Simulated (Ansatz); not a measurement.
Starting cell, GaSb (zinc blende):

```
CELL_PARAMETERS angstrom
      0.00000     3.10675     3.10675
      3.10675     0.00000     3.10675
      3.10675     3.10675     0.00000
ATOMIC_POSITIONS crystal
  Sb 0.75000 0.75000 0.75000
  Ga 0.00000 0.00000 0.00000
```

In each cell atom 1 (Sb, nearest neighbour Ga at 2.691 Å; its periodic images, 4.4 Å or more away, move with it) moves by s·(1.000, 0.000, 0.000) (along Cartesian x), the rest being held.

Method: PBE (plane waves to 420 eV, PAW, scalar-relativistic; Ansatz, a quantum-chemistry and plane-wave program). k mesh 11×11×11 (Γ-centred), Fermi-Dirac smearing 0.05 eV. Energies are smeared free energies. With partly filled bands, energies and forces of such displacements shift with the k mesh and the smearing. At this level the bands of GaSb touch or barely overlap; measurements give the solid a gap. GaSb was relaxed with its symmetry unable to fall. Spin-orbit coupling is left out, though Sb is heavy. ΔE is measured from the undisplaced structure. The last digit holds for this mesh only.

| s (Å) | ΔE (meV/cell) |
|---|---|
| -0.270 | 252.2 |
| -0.216 | 163.0 |
| -0.162 | withheld |
| -0.108 | 41.5 |
| -0.054 | 10.4 |
| 0.000 | 0.0 |
| 0.054 | 10.4 |
| 0.108 | 41.5 |
| 0.162 | withheld |
| 0.216 | 163.0 |
| 0.270 | 252.2 |

Q: Fit an even polynomial form (powers 2, 4) to the given rows and predict ΔE at s = -0.162.

A: Least squares on the 9 given rows: ΔE = (3561)·s² + (-1397)·s⁴, in meV/cell with s in Å; root-mean-square residual 0.09 meV/cell. At -0.162 the fit gives 92.5 meV/cell; the calculation gives 92.6 meV/cell, so the interpolation is off by -0.1 (-0.1 %). The quadratic term alone would give 93.5 meV/cell.

(A displaced cell: forces are minus the slopes of the energy, force constants its curvatures, and phonons follow from these.)
